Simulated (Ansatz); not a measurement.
## Equation of state of barium, dhcp

Computed with Ansatz 0.2.0, DFT, PBEsol, plane waves (420 eV) with PAW, scalar-relativistic. (PAW data from PBE, frozen cores regenerated.)

The cell is scaled uniformly from the relaxed one, with fractional coordinates and shape fixed. Energies are extrapolated to zero smearing, pressures are those at the given smearing. Magnetic state: spin not included.

```json
{"V (Å³/atom)": "51.391", "E − E₀ (meV/atom)": "24.7", "P (GPa)": "1.25"}
{"V (Å³/atom)": "53.727", "E − E₀ (meV/atom)": "10.4", "P (GPa)": "0.79"}
{"V (Å³/atom)": "56.063", "E − E₀ (meV/atom)": "2.5", "P (GPa)": "0.38"}
{"V (Å³/atom)": "58.399", "E − E₀ (meV/atom)": "0.0", "P (GPa)": "0.03"}
{"V (Å³/atom)": "60.735", "E − E₀ (meV/atom)": "2.3", "P (GPa)": "-0.28"}
{"V (Å³/atom)": "63.071", "E − E₀ (meV/atom)": "8.8", "P (GPa)": "-0.56"}
{"V (Å³/atom)": "65.407", "E − E₀ (meV/atom)": "19.0", "P (GPa)": "-0.80"}
```

**Question.** Fit a third-order Birch-Murnaghan equation.

**Answer.** V₀ = 58.39 Å³/atom, B₀ = 8.2 GPa, B₀′ = 2.4.
